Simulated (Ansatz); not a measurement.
Rb2TeBr6 in space group I4/m (No. 87; Rb on 4d, Te on 2a, Br on 8h, Br on 4e) under volume change, DFT-r²SCAN in the program Ansatz with PAW potentials, shape and atoms relaxed at each volume.

```tsv
V (Å³/atom)	E − E(relaxed) (meV/atom)	P (GPa)
32.566	14.6	1.65
33.640	5.9	0.96
34.714	1.4	0.42
35.787	0.0	0.00
36.861	1.1	-0.32
37.934	4.1	-0.56
39.008	8.4	-0.72
```

### Question
What does a third-order Birch–Murnaghan fit give for V₀, B₀ and B′?

### Answer
V₀ = 35.79 Å³/atom, B₀ = 12.1 GPa, B′ = 8.1.

The workflow started from a Materials Project entry (that database holds measured and hypothetical structures alike); the Crystallography Open Database copy checked does not list it. Its standing as an ambient phase is unchecked. The cell was relaxed with r²SCAN under the symmetry of its start; whether a distortion lowers the energy is not shown. Spin–orbit coupling is left out wherever it is not named.

Potentials: the later of the program's two PAW sets.
